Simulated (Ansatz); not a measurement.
Relaxed-ion elastic tensor of ZnCu (CsCl type, Pm-3m) in GPa (Voigt order), PBEsol (plane waves, PAW; program Ansatz); density 8.71 g/cm³, 12.30 Å³ per atom.

```
     1    2    3     4     5     6
-  ---  ---  ---  ----  ----  ----
1  144  134  134   0.0   0.0   0.0
2  134  144  134   0.0   0.0   0.0
3  134  134  144   0.0   0.0   0.0
4  0.0  0.0  0.0  99.7   0.0   0.0
5  0.0  0.0  0.0   0.0  99.7   0.0
6  0.0  0.0  0.0   0.0   0.0  99.7
```

**Question.** Is the crystal mechanically stable?

**Answer.** Yes: the smallest eigenvalue of C is 10.0 GPa.

**Question.** Work out the Voigt and Reuss bounds. Is their mean of use?

**Answer.** K_V = 137, K_R = 137; G_V = 61.8, G_R = 11.7 GPa. The bounds lie so far apart that a Hill average or a Debye temperature from it would say little.

The PBEsol relaxation kept the symmetry of its start; of distortions, only those at the zone centre were tested. No spin polarisation was allowed. As this level gives no gap, shear constants depend on the k-mesh and smearing (Fermi–Dirac, 0.1 eV here).

Potentials: the later of the program's two PAW sets.
